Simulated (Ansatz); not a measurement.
Input and output for Tl: DFT, PBE, all-electron LAPW, scalar-relativistic (Ansatz 0.2.0).

The cell comes from a relaxation on PAW files under the same functional, begun from a database entry that needn't be the ground state.

Command: `ansatz run input.yaml --threads 1 --pin off --max-ram 3072MiB --backend cpu --events-out ev --progress --plain --runs-dir out` It took 42 s on 1 thread of Arm Neoverse V2, on a shared host, peak memory 0.64 GiB.

```yaml
crystal:
  lattice:
    - [3.5780489899, 0.0, 0.0]
    - [-1.789024495, 3.0986813212, 0.0]
    - [0.0, 0.0, 5.6728764823]
  atoms:
    - { symbol: Tl, position: [0.3333333333, 0.6666666667, 0.25] }
    - { symbol: Tl, position: [0.6666666667, 0.3333333333, 0.75] }
kpoints:
  mp_grid: { grid: [17, 17, 9] }
scf:
  occupations: { method: fermi_dirac, width: 0.05 }
hamiltonian:
  xc: pbe
  pseudopotentials: { kind: all_electron, lapw: { basis_error: 0.0005 } }
output:
  forces: true
  stress: true
  eigenvalues: true
```

Output:

```
LAPW: plane waves up to 6.636 Å⁻¹, error target 5.0e-4 eV per atom; small_component_spin mean_spin; Tl in spheres of 1.754 Å, 35 of its electrons in bands, Dirac shells [] (how accurate: hamiltonian.pseudopotentials.lapw.basis_error, Limitations)
Engine: ansatz 0.2.0
Pseudopotentials: kind: all_electron
Pseudopotential: Tl, LAPW, valence charge 35, lapw/all_electron/scalar/gaussian/Tl, Koelling and Harmon's equation, gaussian nucleus
Functional definition: PBE
  parameter kappa = 0.804
  parameter beta = 0.06672455060314922
  exchange = pbe_x(kappa = kappa, mu = beta*pi^2/3)
  correlation = pbe_c(beta = beta)
Crystal: 2 atoms, lattice volume = 62.897 Å³
Basis set: ecut = 167.79500194964066 eV, 311 PW (Γ), exchange–correlation at level 2
Bands: 42, of which v1, the nominal top of the filled ones, is band 35 counted from 1 (34 counted from 0)
Symmetry: 24 space group operations
Space group: P63/mmc (ITA 194), of the structure as read, at distance tolerance 4.0e-5 Å
k-points: 165 of 2601
Non-local potential: Tl, projectors of the file, none
Initial density: superposition of atomic densities (chi_scale 0.1, normalization cell)
Initial wavefunctions: plane waves of lowest kinetic energy (no species holds an atomic orbital)
Functional: x = pbe(κ = 0.804, μ = 0.2195149727645171), c = pbe(β = 0.06672455060314922)
iter 1 solved again at ethr=8.51e-6 eV; its pass at ethr=1.00e-1 eV (dr2=5.95e-3 eV) is discarded
SCF iter   1: F=—  HF=-1101552.490935 eV  |F-HF|=—  |Δ(HF+E_count)|=         —  Δρ=3.36e-3  dr2=6.00e-3  ethr=8.51e-6  ⟨swp⟩=3.9  Hψ=45796  notcnv=0
preconditioner: auto → LDOS  [metal: Δε(μ)=0.033 eV  Ē_g=15.308 eV  σ=0.050 eV  W_gap=0.16  n_scr=22 (ndim 8)  ℏωp=23.9 eV  f_vac=0.078  D(μ)=0.93/eV (n_scr^D=2)  β→1.0]
iter 2 solved again at ethr=2.44e-7 eV; its pass at ethr=8.51e-6 eV (dr2=1.71e-4 eV) is discarded
SCF iter   2: F=—  HF=-1101552.492733 eV  |F-HF|=—  |Δ(HF+E_count)|=   1.80e-3  Δρ=7.15e-4  dr2=1.71e-4  ethr=2.44e-7  ⟨swp⟩=2.0  Hψ=37925  notcnv=0
SCF iter   3: F=—  HF=-1101552.450055 eV  |F-HF|=—  |Δ(HF+E_count)|=   4.27e-2  Δρ=7.66e-4  dr2=2.96e-4  ethr=2.44e-7  ⟨swp⟩=3.0  Hψ=23252  notcnv=0
SCF iter   4: F=—  HF=-1101552.449100 eV  |F-HF|=—  |Δ(HF+E_count)|=   9.55e-4  Δρ=2.86e-4  dr2=4.17e-5  ethr=2.44e-7  ⟨swp⟩=3.0  Hψ=21174  notcnv=0
SCF iter   5: F=—  HF=-1101552.449108 eV  |F-HF|=—  |Δ(HF+E_count)|=   8.57e-6  Δρ=8.11e-5  dr2=3.41e-6  ethr=5.95e-8  ⟨swp⟩=3.0  Hψ=21234  notcnv=0
SCF iter   6: F=-1101552.449117 eV  HF=-1101552.449117 eV  |F-HF|=9.10e-8  |Δ(HF+E_count)|=   8.81e-6  Δρ=8.42e-6  dr2=4.38e-8  ethr=4.88e-9  ⟨swp⟩=3.0  Hψ=21349  notcnv=0
SCF 1 converged in 6 iterations: F = -1101552.449117 eV  dr2 = 4.38e-8
SCF converged after 6 iterations
Free energy (F): -1101552.449117 eV
Harris-Foulkes:  -1101552.449117 eV  (|F-HF|=9.10e-8)
Internal energy: -1101552.441331 eV  (E = F + TS)
E sigma→0 (E₀):  -1101552.445224 eV
Entropy (-TS):   -0.007786 eV (-3.893 meV/atom)
Fermi energy:    13.879719 eV
--- Per-component energies (eV) ---
  E_band       = -3727.569633
  E_kinetic    = 1265087.551569
  E_xc         = -20713.755240
  E_electrostatic = -2345926.237659  (all electrons and nuclei)
  E_smearing   = -0.007786  (= −TS)
  E_closure    = 0.000000  (closes the sum)
  E_atoms      = -1101548.003718  (free atoms, spherical and without spin; not in F)
  Σ components = -1101552.449117   (vs F -1101552.449117, Δ=0.00e0)
  Basis errors (estimates in eV, not in F): energy 9.6e-5 per atom: plane waves 9.5e-5 (6.8e-5 summed), levels above the bands 2.1e-90, relativity 1.2e-9, radial functions 1.8e-6, core shells 2.4e-9; eigenvalues (radial functions only) 7.7e-6; not estimated: angular momenta, meshes, grids; target (lapw.basis_error) 5.0e-4; muffin-tin radii Tl 1.754 Å
--- Forces (eV/Å), atoms counted from 1 ---
  atom   1  Tl     0.00000000    -0.00000000     0.00000000
  atom   2  Tl    -0.00000000     0.00000000     0.00000000
  max |Σ_I F_I| component: 1.16e-18 eV/Å
--- Stress (GPa, compression-positive) ---
       -0.001290       0.000000       0.000000
        0.000000      -0.001290       0.000000
        0.000000       0.000000      -0.041821
  P = ⅓ Tr σ = -0.0148 GPa (-0.148 kbar)
--- Band table (eV; the first three rows and the last of 165) ---
  k-point 0: bands = ["-112.7355", "-112.7354", "-96.0503", "-96.0503", "-96.0503", "-96.0503", "-96.0491", "-96.0491", "-96.0491", "-96.0491", "-96.0483", "-96.0483", "-96.0483", "-96.0483", "-96.0481", "-96.0481", "-57.9669", "-57.9660", "-57.9660", "-57.9649", "-57.9649", "-57.9613", "2.2375", "2.3969", "2.4054", "2.4054", "2.4469", "2.4469", "2.4869", "2.4869", "2.7626", "2.7626", "4.4433", "8.7972", "11.4254", "21.1360", "21.1360", "23.0380", "23.0380", "23.8550", "24.0041", "24.0897"]
  k-point 1: bands = ["-112.7355", "-112.7354", "-96.0503", "-96.0503", "-96.0503", "-96.0503", "-96.0491", "-96.0491", "-96.0491", "-96.0491", "-96.0483", "-96.0483", "-96.0483", "-96.0483", "-96.0481", "-96.0481", "-57.9667", "-57.9660", "-57.9660", "-57.9650", "-57.9650", "-57.9615", "2.2440", "2.3929", "2.3929", "2.3954", "2.4409", "2.4409", "2.5090", "2.5090", "2.7590", "2.7590", "4.5060", "8.3731", "11.9765", "21.1872", "21.1872", "22.9808", "22.9808", "23.2012", "23.8805", "24.0131"]
  k-point 2: bands = ["-112.7355", "-112.7354", "-96.0503", "-96.0503", "-96.0503", "-96.0503", "-96.0491", "-96.0491", "-96.0491", "-96.0491", "-96.0483", "-96.0483", "-96.0483", "-96.0483", "-96.0481", "-96.0481", "-57.9662", "-57.9659", "-57.9659", "-57.9650", "-57.9650", "-57.9619", "2.2626", "2.3755", "2.3755", "2.3890", "2.4250", "2.4250", "2.5541", "2.5541", "2.7475", "2.7475", "4.6963", "7.5757", "13.1542", "21.3372", "21.3372", "21.5020", "22.8115", "22.8115", "23.9399", "24.0383"]
  k-point 164: bands = ["-112.7354", "-112.7354", "-96.0503", "-96.0503", "-96.0503", "-96.0503", "-96.0491", "-96.0491", "-96.0491", "-96.0491", "-96.0483", "-96.0483", "-96.0483", "-96.0483", "-96.0481", "-96.0481", "-57.9683", "-57.9683", "-57.9678", "-57.9675", "-57.9633", "-57.9632", "2.2744", "2.2786", "2.4138", "2.4813", "2.5261", "2.5414", "2.5896", "2.5958", "2.7675", "2.7747", "9.5192", "9.6184", "12.9831", "13.1253", "14.0807", "14.6239", "20.7213", "20.9573", "23.7832", "24.9026"]
```

Next run (no relativity), as changes to the input before:

```diff
   xc: pbe
-  pseudopotentials: { kind: all_electron, lapw: { basis_error: 0.0005 } }
+  pseudopotentials:
+    kind: all_electron
+    lapw: { basis_error: 0.0005 }
+    relativity: none
 output:
```

Results part of the output:

```
SCF 1 converged in 7 iterations: F = -1032163.126527 eV  dr2 = 2.85e-9
SCF converged after 7 iterations
Free energy (F): -1032163.126527 eV
Harris-Foulkes:  -1032163.126527 eV  (|F-HF|=2.21e-9)
Internal energy: -1032163.117054 eV  (E = F + TS)
E sigma→0 (E₀):  -1032163.121790 eV
Entropy (-TS):   -0.009473 eV (-4.736 meV/atom)
Fermi energy:    15.061510 eV
--- Per-component energies (eV) ---
  E_band       = -4009.590371
  E_kinetic    = 1031918.876987
  E_xc         = -19371.579906
  E_electrostatic = -2044710.414136  (all electrons and nuclei)
  E_smearing   = -0.009473  (= −TS)
  E_closure    = 0.000000  (closes the sum)
  E_atoms      = -1032158.060536  (free atoms, spherical and without spin; not in F)
  Σ components = -1032163.126527   (vs F -1032163.126527, Δ=0.00e0)
  Basis errors (estimates in eV, not in F): energy 1.0e-4 per atom: plane waves 1.0e-4 (5.1e-5 summed), levels above the bands 6.8e-82, relativity 0.0e0, radial functions 2.9e-6, core shells 2.1e-9; eigenvalues (radial functions only) 5.9e-6; not estimated: angular momenta, meshes, grids; target (lapw.basis_error) 5.0e-4; muffin-tin radii Tl 1.754 Å
--- Forces (eV/Å), atoms counted from 1 ---
  atom   1  Tl     0.00000000    -0.00000000     0.00000000
  atom   2  Tl    -0.00000000     0.00000000     0.00000000
  max |Σ_I F_I| component: 1.16e-18 eV/Å
--- Stress (GPa, compression-positive) ---
        0.921719       0.000000       0.000000
        0.000000       0.921719       0.000000
        0.000000       0.000000       1.379676
  P = ⅓ Tr σ = 1.0744 GPa (10.744 kbar)
--- Band table (eV; the first three rows and the last of 165) ---
  k-point 0: bands = ["-112.0993", "-112.0993", "-112.0993", "-112.0993", "-112.0975", "-112.0975", "-112.0975", "-112.0975", "-112.0963", "-112.0963", "-112.0963", "-112.0963", "-112.0958", "-112.0958", "-84.5529", "-84.5521", "-51.5378", "-51.5341", "-51.5341", "-51.5322", "-51.5322", "-51.5280", "0.6262", "0.6978", "0.7085", "0.7085", "0.7399", "0.7399", "0.7700", "0.7700", "1.0004", "1.0004", "6.4987", "11.6586", "11.9453", "22.0945", "22.0945", "23.9372", "23.9372", "24.0821", "24.7497", "25.2054"]
  k-point 1: bands = ["-112.0993", "-112.0993", "-112.0993", "-112.0993", "-112.0975", "-112.0975", "-112.0975", "-112.0975", "-112.0963", "-112.0963", "-112.0963", "-112.0963", "-112.0958", "-112.0958", "-84.5529", "-84.5521", "-51.5375", "-51.5340", "-51.5340", "-51.5323", "-51.5323", "-51.5283", "0.6293", "0.6968", "0.6976", "0.6976", "0.7352", "0.7352", "0.7889", "0.7889", "0.9972", "0.9972", "6.5614", "10.6723", "13.0563", "22.1503", "22.1503", "23.9034", "23.9034", "24.0352", "24.3528", "24.7077"]
  k-point 2: bands = ["-112.0993", "-112.0993", "-112.0993", "-112.0993", "-112.0975", "-112.0975", "-112.0975", "-112.0975", "-112.0963", "-112.0963", "-112.0963", "-112.0963", "-112.0958", "-112.0958", "-84.5528", "-84.5522", "-51.5366", "-51.5339", "-51.5339", "-51.5325", "-51.5325", "-51.5291", "0.6381", "0.6829", "0.6829", "0.6936", "0.7226", "0.7226", "0.8263", "0.8263", "0.9872", "0.9872", "6.7507", "9.6851", "14.4166", "22.3139", "22.3139", "22.6331", "23.7882", "23.7882", "24.1010", "24.5951"]
  k-point 164: bands = ["-112.0994", "-112.0994", "-112.0993", "-112.0993", "-112.0975", "-112.0975", "-112.0975", "-112.0975", "-112.0963", "-112.0963", "-112.0963", "-112.0963", "-112.0958", "-112.0958", "-84.5521", "-84.5521", "-51.5386", "-51.5385", "-51.5373", "-51.5368", "-51.5311", "-51.5310", "0.6206", "0.6230", "0.7262", "0.7873", "0.8166", "0.8245", "0.8657", "0.8716", "1.0052", "1.0110", "12.6670", "12.9908", "13.4795", "13.8193", "14.5525", "15.1172", "21.6677", "21.8794", "23.9164", "25.1415"]
```

Next run (spin-orbit coupling on), as changes to the input before:

```diff
   xc: pbe
-  pseudopotentials:
-    kind: all_electron
-    lapw: { basis_error: 0.0005 }
-    relativity: none
+  pseudopotentials: { kind: all_electron, lapw: { basis_error: 0.0005 } }
 output:
   eigenvalues: true
+magnetization:
+  noncollinear: true
+  spin_orbit: true
```

Results part of the output:

```
SCF 1 converged in 8 iterations: F = -1103891.572416 eV  dr2 = 1.48e-8
SCF converged after 8 iterations
Magnetization: |M| = 0.0000 μB,  M = (+0.0000, +0.0000, +0.0000) μB
Absolute magnetization: 0.0000 μB (∫|m|)
[... lines left out ...]
  k-point 0: bands = ["-112.4547", "-112.4547", "-112.4545", "-112.4545", "-98.1624", "-98.1624", "-98.1624", "-98.1624", "-98.1611", "-98.1611", "-98.1611", "-98.1611", "-98.1604", "-98.1604", "-98.1604", "-98.1604", "-93.5638", "-93.5638", "-93.5638", "-93.5638", "-93.5627", "-93.5627", "-93.5627", "-93.5627", "-93.5620", "-93.5620", "-93.5620", "-93.5620", "-93.5616", "-93.5616", "-93.5616", "-93.5616", "-72.7902", "-72.7902", "-72.7894", "-72.7894", "-52.5805", "-52.5805", "-52.5784", "-52.5784", "-52.5767", "-52.5767", "-52.5741", "-52.5741", "1.1835", "1.1835", "1.1880", "1.1880", "1.2009", "1.2009", "1.2578", "1.2578", "3.3022", "3.3022", "3.3357", "3.3357", "3.3505", "3.3505", "3.3523", "3.3523", "3.3874", "3.3874", "3.6315", "3.6315", "4.4625", "4.4625", "8.8358", "8.8358", "11.3138", "11.3138", "20.1736", "20.1736", "21.2404", "21.2404", "21.7989", "21.7989", "23.6576", "23.6576", "23.8758", "23.8758", "24.0358", "24.0358", "24.5488", "24.5488"]
  k-point 1: bands = ["-112.4546", "-112.4546", "-112.4545", "-112.4545", "-98.1624", "-98.1624", "-98.1624", "-98.1624", "-98.1611", "-98.1611", "-98.1611", "-98.1611", "-98.1604", "-98.1604", "-98.1604", "-98.1604", "-93.5638", "-93.5638", "-93.5638", "-93.5638", "-93.5627", "-93.5627", "-93.5627", "-93.5627", "-93.5620", "-93.5620", "-93.5620", "-93.5620", "-93.5616", "-93.5616", "-93.5616", "-93.5616", "-72.7902", "-72.7902", "-72.7894", "-72.7894", "-52.5803", "-52.5803", "-52.5783", "-52.5783", "-52.5768", "-52.5768", "-52.5743", "-52.5743", "1.1867", "1.1867", "1.1879", "1.1879", "1.2003", "1.2003", "1.2565", "1.2565", "3.2889", "3.2889", "3.3198", "3.3198", "3.3539", "3.3539", "3.3819", "3.3819", "3.3950", "3.3950", "3.6244", "3.6244", "4.5247", "4.5247", "8.4004", "8.4004", "11.8711", "11.8711", "20.2228", "20.2228", "21.0614", "21.0614", "21.8540", "21.8540", "23.6163", "23.6163", "23.7681", "23.7681", "23.9432", "23.9432", "24.0443", "24.0443"]
  k-point 2: bands = ["-112.4546", "-112.4546", "-112.4546", "-112.4546", "-98.1624", "-98.1624", "-98.1624", "-98.1624", "-98.1611", "-98.1611", "-98.1611", "-98.1611", "-98.1604", "-98.1604", "-98.1604", "-98.1604", "-93.5638", "-93.5638", "-93.5638", "-93.5638", "-93.5627", "-93.5627", "-93.5627", "-93.5627", "-93.5620", "-93.5620", "-93.5620", "-93.5620", "-93.5616", "-93.5616", "-93.5616", "-93.5616", "-72.7901", "-72.7901", "-72.7895", "-72.7895", "-52.5797", "-52.5797", "-52.5782", "-52.5782", "-52.5769", "-52.5769", "-52.5749", "-52.5749", "1.1880", "1.1880", "1.1955", "1.1955", "1.1985", "1.1985", "1.2524", "1.2524", "3.2722", "3.2722", "3.2915", "3.2915", "3.3823", "3.3823", "3.4069", "3.4069", "3.4170", "3.4170", "3.6040", "3.6040", "4.7144", "4.7144", "7.5959", "7.5959", "13.0395", "13.0395", "20.3683", "20.3683", "20.4038", "20.4038", "22.0150", "22.0150", "22.6219", "22.6219", "23.4843", "23.4843", "23.9765", "23.9765", "24.0686", "24.0686"]
  k-point 164: bands = ["-112.4545", "-112.4545", "-112.4545", "-112.4545", "-98.1624", "-98.1624", "-98.1624", "-98.1624", "-98.1611", "-98.1611", "-98.1611", "-98.1611", "-98.1604", "-98.1604", "-98.1604", "-98.1604", "-93.5638", "-93.5638", "-93.5638", "-93.5638", "-93.5627", "-93.5627", "-93.5627", "-93.5627", "-93.5620", "-93.5620", "-93.5620", "-93.5620", "-93.5616", "-93.5616", "-93.5616", "-93.5616", "-72.7903", "-72.7903", "-72.7902", "-72.7902", "-52.5821", "-52.5821", "-52.5811", "-52.5811", "-52.5782", "-52.5782", "-52.5772", "-52.5772", "1.2088", "1.2088", "1.2176", "1.2176", "1.2619", "1.2619", "1.2924", "1.2924", "3.2375", "3.2375", "3.3655", "3.3655", "3.4278", "3.4278", "3.4711", "3.4711", "3.5041", "3.5041", "3.6017", "3.6017", "9.5458", "9.5458", "9.6492", "9.6492", "12.6945", "12.6945", "13.0215", "13.0215", "14.0136", "14.0136", "14.7013", "14.7013", "20.5025", "20.5025", "20.9354", "20.9354", "23.7969", "23.7969", "24.8784", "24.8784"]
```
